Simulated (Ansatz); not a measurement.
B2PbO4: reading a single point

```yaml
crystal:
  lattice:
    - [-7.85566, 0.00000, 0.00000]
    - [0.00000, 0.00000, 4.78210]
    - [0.00000, 4.31672, 2.39105]
  atoms:
    - { symbol: Pb, position: [0.75000, 0.96970, 0.05640] }
    - { symbol: Pb, position: [0.25000, 0.02610, 0.94360] }
    - { symbol: B, position: [0.94760, 0.28710, 0.34520] }
    - { symbol: B, position: [0.05240, 0.63230, 0.65480] }
    - { symbol: B, position: [0.55240, 0.28710, 0.34520] }
    - { symbol: B, position: [0.44760, 0.63230, 0.65480] }
    - { symbol: O, position: [0.94050, 0.63100, 0.36520] }
    - { symbol: O, position: [0.05950, 0.99620, 0.63480] }
    - { symbol: O, position: [0.55950, 0.63100, 0.36520] }
    - { symbol: O, position: [0.44050, 0.99620, 0.63480] }
    - { symbol: O, position: [0.00000, 0.32570, 0.00000] }
    - { symbol: O, position: [0.50000, 0.32570, 0.00000] }
    - { symbol: O, position: [0.75000, 0.13090, 0.38120] }
    - { symbol: O, position: [0.25000, 0.51210, 0.61880] }
```

The numbers come from plane-wave PAW DFT (Ansatz): r2SCAN, no spin polarisation, 500 eV, 4×6×6 Γ-centred k points, gaussian occupations (width 0.0898 eV). Nothing was relaxed.

Problem. Give the Bader charges.

Solution. Bader charges in e: B +2.23, Pb +1.46, O -1.50 to -1.46. In the mean B gives up most and O takes most.

Problem. Metal or insulator? Give the gap.

Solution. The gap is 4.31 eV, indirect (the least direct gap found is 4.45 eV).

Problem. What is the character of the valence top and the conduction bottom?

Solution. Within 0.7 eV of the edges, the states project mainly on O p (46 %) and Pb s (36 %) below the gap and on Pb p (36 %), O s (17 %) and B s (17 %) above it.

Problem. Is the cell too large or too small?

Solution. The pressure is -20.6 GPa (compression positive), so with the atoms held at these fractions the cell would first shrink; the forces are large, so a full relaxation may end otherwise. The principal stresses -27.3, -21.4, -13.1 GPa differ, so its shape would change too.

Problem. Is it stable against the elements?

Solution. -1.54 eV an atom against the elements' usual phases (free molecules for gases, crystals otherwise, with no correction for O₂ or N₂), so it is bound against them; other compounds may still compete. Relaxing would lower it.

Problem. Which atom feels the largest force, and which way?

Solution. The largest is on O7 (and as large on other atoms): 6.12 eV/Å, components (-3.37, 4.10, -3.04). It makes 54° with the line to a nearest neighbour, B4 at 1.68 Å.

Origin: a known structure type with other elements, at an estimated volume, so it need not be a known compound. Caveats: no spin-orbit coupling, which can shift this gap by tenths of an eV; atoms or cell far from equilibrium.
